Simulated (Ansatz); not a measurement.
# SrHfO3: computed property card

SrHfO3 (cubic perovskite, Pm-3m), a = 4.0682 Å, b = 4.0682 Å, c = 4.0682 Å, α = 90.00°, β = 90.00°, γ = 90.00°.

Space group Pm-3m (No. 221), cubic perovskite; conventional cell a = 4.0682 Å, b = 4.0682 Å, c = 4.0682 Å, α = 90.00°, β = 90.00°, γ = 90.00°.

Method: the program Ansatz at the LDA level (PAW). The cell and atoms are relaxed at this level. Other levels are named where they apply.

**Cell and energy**

* **Volume per atom**: 13.47 Å³
* **Density**: 7.75 g/cm³
* **Formation energy from the elements (no fitted shifts)**: -3483 meV/atom

**Electronic structure**

- Band gap = 3.70 eV (indirect)
- Valence-band maximum = at R
- Conduction-band minimum = at Γ
- Smallest direct gap on the standard path = 3.83 eV
- Electron effective mass, band 1 of 3 at the edge = 2.0 along [100], 0.61 along [110], 0.50 along [111] (mₑ)
- Electron effective mass, band 2 of 3 at the edge = 0.32 along [100], 0.51 along [110], 0.43 along [111] (mₑ)
- Electron effective mass, band 3 of 3 at the edge = 0.32 along [100], 0.32 along [110], 0.43 along [111] (mₑ)

**Mechanics**

Bulk modulus (Birch–Murnaghan fit): 184 GPa
Pressure derivative B′: 4.3
Elastic constants (relaxed ions, GPa): C11 = 397, C12 = 78.3, C44 = 82.9
Mechanical stability: stable (all eigenvalues of C positive)
Hill bulk and shear moduli: 185 and 108 GPa
Young's modulus: 271 GPa
Poisson's ratio: 0.26
Debye temperature from the elastic constants: 519 K

**Dielectric response**

- Electronic dielectric constant ε∞ (DFPT) = 4.48
- Born charges (a third of the trace) = Sr +2.59, Hf +5.80, O -2.79 e

**Phonons**

* **Highest zone-centre frequency (without LO–TO term)**: 18.39 THz
* **Zone-centre stability**: unstable, softest mode 68i cm⁻¹
* **Dynamical stability on the path**: unstable, down to 186i cm⁻¹

The first step of the workflow began from a Materials Project structure, measured or hypothetical; the Crystallography Open Database files this formula in space group No. 221, but the cells were not matched. Its standing as an ambient phase is unchecked. The cell was relaxed with LDA under the symmetry of its start. No spin polarisation was allowed. The references are the lowest solids computed at this level, not always the standard phases (solids in place of the gases). Spin–orbit coupling is left out wherever it is not named.

Potentials: the later of the program's two PAW sets.
